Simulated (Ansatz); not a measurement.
Consider the following.

FeBiO₃:
```
CELL_PARAMETERS angstrom
      4.77152     2.99896     0.00000
     -4.77152     2.99896     0.00000
     -3.53647     0.00000     4.60890
ATOMIC_POSITIONS crystal
  Bi 0.88177 0.38177 0.24602
  Fe 0.19972 0.19972 0.00000
  O  0.04411 0.97755 0.76997
  O  0.97755 0.04411 0.23003
  O  0.02046 0.52047 0.69157
  Bi 0.38177 0.88177 0.75398
  Fe 0.69972 0.69972 0.50000
  O  0.47755 0.54410 0.20341
  O  0.54410 0.47755 0.79659
  O  0.52047 0.02046 0.30843
```
Starting moments (μB, in the order of the atoms Bi Fe O O O Bi Fe O O O): 0.0 3.7 0.2 0.2 0.0 0.0 -3.7 -0.2 -0.2 0.0.

This is the PBE-relaxed structure. x, y and z are the axes in which the lattice vectors are written.

All from the program Ansatz at the PBE level (PAW), unless another level is named. Predict the band gap.

1.05 eV (indirect).

Give the smallest direct gap on the standard path.

1.13 eV.

And the valence-band maximum?

off the standard path, at k = (0.245, -0.245, -0.406).

Predict the weight of the conduction-edge state by species (Voronoi cells).

Fe 78 %, O 16 %, Bi 6 %.

What about the weight of the valence-edge state by species (Voronoi cells)?

O 50 %, Fe 48 %, Bi 2 %.

Space group Ima2. The start of the workflow was typed in or built on a structure type; neither database checked (COD, Materials Project) lists it. It is not the phase usual at ambient conditions (space group No. 161). Symmetry was held in the PBE relaxation, as lowered by the spin order; its stability against distortions is not shown here. The final state is antiferromagnetic, chosen from 3 collinear starts compared on coarse meshes (ties went to the first, and starts can fall back to one state), not a proven ground state. No Hubbard U is applied. Spin–orbit coupling is left out wherever it is not named.

Potentials: the later of the program's two PAW sets.
